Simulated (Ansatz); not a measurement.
Rb:
Space group Im-3m (No. 229); a = 5.371 Å, b = 5.371 Å, c = 5.371 Å, α = 90.00°, β = 90.00°, γ = 90.00°

| atom | site | symmetry | x | y | z |
|---|---|---|---|---|---|
| Rb | 2a | m-3m | 0.0000 | 0.0000 | 0.0000 |
(The calculation used a cell of 1 atom; values per cell refer to that cell.)

Relaxed with LDA.

Task: Which orbitals make up the states near the Fermi level in LDA (plane waves, PAW; program Ansatz)?

Result: Within 0.5 eV of the Fermi level: Rb 5s 90 %, outside the projected shells 9 %. Projections are on Löwdin-orthogonalised atomic valence shells; empty p or d shells of many metals are not among them.

Task: Tabulate the density of states.

Result: States/eV per cell of 1 atom, in 0.25 eV bins, energy from the Fermi level.

```
E (eV)  total  Rb 5s  Rb 4p
------  -----  -----  -----
-7.85    0.00   0.00   0.00
-7.60    0.00   0.00   0.00
-7.35    0.00   0.00   0.00
-7.10    0.00   0.00   0.00
-6.85    0.00   0.00   0.00
-6.60    0.00   0.00   0.00
-6.35    0.00   0.00   0.00
-6.10    0.00   0.00   0.00
-5.85    0.00   0.00   0.00
-5.60    0.00   0.00   0.00
-5.35    0.00   0.00   0.00
-5.10    0.00   0.00   0.00
-4.85    0.00   0.00   0.00
-4.60    0.00   0.00   0.00
-4.35    0.00   0.00   0.00
-4.10    0.00   0.00   0.00
-3.85    0.00   0.00   0.00
-3.60    0.00   0.00   0.00
-3.35    0.00   0.00   0.00
-3.10    0.00   0.00   0.00
-2.85    0.00   0.00   0.00
-2.60    0.00   0.00   0.00
-2.35    0.00   0.00   0.00
-2.10    0.09   0.09   0.00
-1.85    0.21   0.20   0.00
-1.60    0.29   0.28   0.00
-1.35    0.37   0.35   0.01
-1.10    0.44   0.43   0.01
-0.85    0.52   0.50   0.01
-0.60    0.60   0.58   0.01
-0.35    0.69   0.66   0.01
-0.10    0.82   0.76   0.01
0.15     1.05   0.94   0.01
0.40     1.00   0.84   0.01
0.65     0.85   0.62   0.00
0.90     0.80   0.36   0.00
1.15     2.43   0.13   0.00
1.40     1.87   0.04   0.00
1.65     1.64   0.05   0.00
1.90     1.56   0.05   0.00
2.15     1.60   0.05   0.00
2.40     1.84   0.06   0.00
2.65     2.26   0.08   0.00
2.90     1.58   0.07   0.00
3.15     1.25   0.06   0.00
3.40     1.45   0.05   0.00
3.65     1.37   0.04   0.00
3.90     1.59   0.04   0.00
4.15     2.20   0.05   0.00
4.40     2.81   0.04   0.00
4.65     2.33   0.02   0.00
```

The cell was relaxed with LDA under the symmetry of its start. Spin–orbit coupling is left out wherever it is not named.

Potentials: the later of the program's two PAW sets.
